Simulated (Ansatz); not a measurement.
Tl:
```cif
data_Tl2
_chemical_formula_sum 'Tl2'
_space_group_name_H-M_alt 'P63/mmc'
_space_group_IT_number 194
_space_group_name_Hall '-P 6c 2c'
_cell_length_a 3.52213
_cell_length_b 3.52213
_cell_length_c 5.59747
_cell_angle_alpha 90.000
_cell_angle_beta 90.000
_cell_angle_gamma 120.000
loop_
_atom_site_label
_atom_site_type_symbol
_atom_site_symmetry_multiplicity
_atom_site_Wyckoff_symbol
_atom_site_fract_x
_atom_site_fract_y
_atom_site_fract_z
_atom_site_occupancy
Tl1 Tl 2 d 0.66667 0.33333 0.25000 1
```

Relaxed at zero pressure with r²SCAN in the plane-wave PAW code Ansatz.

Q: The volume is raised by 9 % and shape and atoms relax at that volume. What pressure results, and how do the axes share the change?

A: -2.0 GPa; a 5.3 %, b 5.3 %, c -1.7 %; the energy rises by 19 meV/atom.

Q: Give the new structure.

A: 
Space group P6₃/mmc (No. 194); a = b = 3.7086 Å, c = 5.5030 Å, α = β = 90.00°, γ = 120.00°

```csv
atom,site,symmetry,x,y,z
Tl,2d,-6m2,0.6667,0.3333,0.2500
```

The phase is kept; no other phase was compared at this pressure.

Space group P6_3/mmc (hcp (Mg type)). The r²SCAN relaxation kept the symmetry of its start; of distortions, only those at the zone centre were tested. Axis ratios of metals converge slowly with the k-mesh, so a and c are less sure than the volume. Spin–orbit coupling is left out wherever it is not named.

Potentials: the later of the program's two PAW sets.
